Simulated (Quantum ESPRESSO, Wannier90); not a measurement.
**Wannier functions of KCl (rock salt)**

```xyz
2
Lattice="0.0000 3.1419 3.1419 3.1419 0.0000 3.1419 3.1419 3.1419 0.0000" Properties=species:S:1:pos:R:3 pbc="T T T"
K      0.0000     0.0000     0.0000
Cl     3.1419     3.1419     3.1419
```

Materials Project entry mp-23193; symmetrised, unrelaxed at this level. COD (Crystallography Open Database) has the formula in 2 space groups, this one among them (matched by group alone). Method: PBEsol plane waves in Quantum ESPRESSO 7.5 (PseudoDojo norm-conserving files, 60 Ry, no spin polarisation, no spin-orbit coupling), Bloch states on a 8×8×8 mesh through Γ, Wannier90 4.0.1. Density: 8×8×8 mesh, cold smearing 0.01 Ry.

Bands 2,6-8 form an isolated set from -12.28 to 0.00 eV relative to the valence-band maximum (on the path) and are turned into 4 Wannier functions by minimising the spread from the start: sp3 on Cl. Bands 3–5 (K 3p 96 %) lie between the kept ones and are excluded.

Centres (Cartesian, Å; one of the equivalent choices) and spreads:

```csv
n,x,y,z,spread (Å²),nearest atom
1,3.373,3.373,3.373,1.373,Cl2
2,3.373,2.911,2.911,1.373,Cl2
3,2.911,3.373,2.911,1.373,Cl2
4,2.911,2.911,3.373,1.373,Cl2
```

Ω_I = 4.86 Å², Ω_total = 5.49 Å²; the interpolated bands follow pw.x to 0.0 meV rms on the path. It is the lowest total spread that any start reached here.
